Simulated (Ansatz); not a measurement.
Al started on a Si site next to Al started on a Si site in rutile SiO2, 72 atoms, charge 0

Method: DFT, PBEsol, PAW, plane waves (Ansatz 0.2.0).

Command:

```sh
ansatz run in.yaml --threads 8 --pin off --max-ram 118750MiB --runs-dir r --events-out ev --progress --plain --backend cuda --devices 0, --max-vram 170GiB
```

The input less its lattice and atoms (starting moments on atoms near the defect: 2 μB in all):

```yaml
crystal:
  symmetry: { detect: false }
kpoints:
  mp_grid: { grid: [1, 1, 1], shift: [0.25, 0.25, 0.25] }
hamiltonian:
  xc: pbesol
magnetization:
  spin_polarized: true
scf:
  occupations: { method: fermi_dirac, width: 0.01 }
relax:
  f_tol: 0.03
  max_steps: 80
  escape_saddle: false
  adjacent_minimum: "off"
output:
  forces: true
  eigenvalues: true
  populations: true
```

Start:

```
Si Al O
1.0
     8.38869    0.00000    0.00000
     0.00000    8.38869    0.00000
     0.00000    0.00000    8.03564
Si Al O
22 2 48
Direct
  0.00625 0.99421 0.99781
  0.00067 0.99928 0.33187
  0.99659 0.00226 0.67100
  0.00154 0.49661 0.99899
  0.00024 0.49560 0.33255
  0.00170 0.49976 0.66505
  0.50038 0.00150 0.00174
  0.50009 0.00156 0.32931
  0.50455 0.00131 0.66483
  0.49880 0.50182 0.66637
  0.25037 0.25050 0.16521
  0.25084 0.25233 0.49721
  0.25026 0.25017 0.83012
  0.24814 0.74798 0.16750
  0.25184 0.74843 0.49727
  0.24525 0.75527 0.82893
  0.75242 0.24761 0.16817
  0.75021 0.25235 0.49982
  0.74788 0.25152 0.83295
  0.75066 0.74919 0.16810
  0.74799 0.75201 0.49526
  0.74896 0.75207 0.83264
  0.49722 0.49807 0.00254
  0.49892 0.50221 0.33456
  0.14921 0.15203 0.99877
  0.15211 0.15580 0.33733
  0.15336 0.15309 0.66903
  0.15314 0.65268 0.99874
  0.15173 0.65431 0.33659
  0.15157 0.65132 0.66492
  0.65376 0.15275 0.00182
  0.65084 0.15133 0.33594
  0.65251 0.15391 0.66431
  0.65530 0.65547 0.00261
  0.65171 0.64829 0.33320
  0.65285 0.65474 0.66508
  0.34382 0.34808 0.00217
  0.34411 0.35186 0.33502
  0.34467 0.35123 0.66822
  0.35061 0.83978 0.99636
  0.35048 0.84583 0.33283
  0.34576 0.84711 0.66462
  0.84126 0.34761 0.00248
  0.84285 0.34942 0.33164
  0.84866 0.34832 0.66632
  0.84731 0.84798 0.00226
  0.84844 0.84622 0.32882
  0.85092 0.84727 0.66552
  0.09549 0.40095 0.17059
  0.09209 0.40331 0.49932
  0.09555 0.40128 0.82964
  0.09485 0.90488 0.16523
  0.09615 0.90114 0.50439
  0.09553 0.90079 0.83052
  0.59740 0.40476 0.16350
  0.59486 0.39871 0.50300
  0.60185 0.40241 0.83307
  0.59677 0.90432 0.16364
  0.59783 0.90156 0.50318
  0.59429 0.90409 0.83400
  0.40228 0.09728 0.16606
  0.40379 0.09957 0.50339
  0.40111 0.09245 0.83193
  0.40237 0.60237 0.16364
  0.39862 0.59622 0.50150
  0.40648 0.59619 0.83244
  0.90417 0.09677 0.16454
  0.90246 0.09617 0.50541
  0.90450 0.09986 0.83085
  0.90264 0.59510 0.16682
  0.90448 0.59841 0.50093
  0.90163 0.59735 0.83962
```

Steps:

```csv
step,energy less the first (eV),largest force component (eV/Å)
start,0.000,2.766
1,-1.155,1.765
2,-1.979,0.214
3,-1.983,0.056
4,-1.983,0.008
```

End:

```
Si Al O
1.0
     8.38869    0.00000    0.00000
     0.00000    8.38869    0.00000
     0.00000    0.00000    8.03564
Si Al O
22 2 48
Cartesian
  8.3858 0.0007 8.0343
  8.3860 0.0007 2.6781
  8.3859 0.0006 5.3562
  8.3864 4.1959 8.0335
  8.3853 4.1941 2.6788
  8.3859 4.1951 5.3562
  4.1924 0.0011 8.0335
  4.1907 0.0002 2.6788
  4.1915 0.0008 5.3561
  4.1915 4.1950 5.3561
  2.0820 2.0854 1.3380
  2.0888 2.0925 4.0093
  2.0885 2.0919 6.7030
  2.1130 6.2736 1.3384
  2.1111 6.2758 4.0254
  2.1107 6.2755 6.6869
  6.2701 2.1165 1.3384
  6.2724 2.1145 4.0254
  6.2720 2.1142 6.6869
  6.3012 6.3046 1.3387
  6.2946 6.2982 4.0092
  6.2943 6.2977 6.7031
  4.1908 4.1944 0.0056
  4.1923 4.1958 2.6710
  1.2552 1.2587 8.0340
  1.2554 1.2589 2.6791
  1.2751 1.2786 5.3565
  1.2632 5.4845 8.0233
  1.2635 5.4836 2.6889
  1.2479 5.4927 5.3564
  5.4809 1.2667 8.0233
  5.4800 1.2671 2.6889
  5.4891 1.2514 5.3564
  5.5213 5.5248 0.0022
  5.5216 5.5251 2.6757
  5.4874 5.4910 5.3556
  2.8615 2.8649 0.0008
  2.8619 2.8654 2.6745
  2.8956 2.8991 5.3566
  2.9030 7.1230 8.0235
  2.9021 7.1233 2.6890
  2.8939 7.1386 5.3560
  7.1195 2.9065 8.0235
  7.1198 2.9056 2.6890
  7.1351 2.8974 5.3560
  7.1277 7.1312 8.0332
  7.1280 7.1314 2.6784
  7.1079 7.1115 5.3559
  0.7979 3.3735 1.3382
  0.8106 3.3801 4.0193
  0.8093 3.3801 6.6934
  0.8173 7.5693 1.3383
  0.8132 7.5731 4.0214
  0.8135 7.5735 6.6910
  5.0659 3.3203 1.3382
  5.0314 3.3534 4.0781
  5.0330 3.3552 6.6342
  5.0132 7.5889 1.3384
  5.0064 7.5774 4.0189
  5.0065 7.5759 6.6930
  3.3700 0.8013 1.3382
  3.3764 0.8142 4.0192
  3.3766 0.8127 6.6934
  3.3168 5.0693 1.3383
  3.3500 5.0348 4.0782
  3.3516 5.0365 6.6342
  7.5657 0.8209 1.3384
  7.5696 0.8167 4.0214
  7.5699 0.8171 6.6910
  7.5855 5.0166 1.3384
  7.5738 5.0100 4.0190
  7.5724 5.0100 6.6930
```

The calculation finished and met its thresholds.

Time: 4.6 s of wall time on one NVIDIA GB200 with 8 processor threads, on a host shared with other runs; peak host memory 1.8 GiB.

(1) How much energy did the relaxation gain, and which atom moved most?

The moment started at 2 μB and ended at 0.0 μB; no other spin state is shown. The program warned that the state may not be the lowest. The one k point has no symmetry partners, which can distort the end along one axis.

## Answers

(1) 1.98 eV in 4 steps, from a start with small random displacements; atom 35 (O) moved 0.10 Å, the median atom 0.03 Å (drift of the whole cell removed).
